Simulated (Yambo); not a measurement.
Cs2RbScF6 (space group Fm-3m, No. 225), G0W0@PBEsol in Yambo with this input:

```
rim_cut
gw0
dyson
el_el_corr
HF_and_locXC
ppa
em1d
RandQpts= 1000000
RandGvec= 1 Ry
EXXRLvcs= 84 Ry
VXCRLvcs= 336 Ry
Chimod= "HARTREE"
% BndsRnXp
 2 | 398 |
%
NGsBlkXp= 8 Ry
% LongDrXp
 1.0 | 1.0 | 1.0 |
%
PPAPntXp= 27.2114 eV
% GbndRnge
 1 | 398 |
%
GTermKind= "BG"
DysSolver= "n"
ExtendOut
```

On a 2×2×2 mesh, with wavefunctions cut at 84 Ry, the gap (Γ → Γ) is 9.619 eV and the valence edge shifts by -2.227 eV.

Q: What happens with this change: no random integration?

A: The gap falls by 0.166 eV, to 9.453 eV; the shift of the valence edge becomes -1.932 eV. Neither run is shown to be the converged limit.

Geometry of the Materials Project entry, not relaxed at this level; primitive cell a = b = c = 6.731 Å, α = β = γ = 60.00°.

The structure is a Materials Project entry; no match was found in the copy of COD used, and its stability was not checked.

A shift is the quasiparticle energy of the state minus its PBEsol energy.
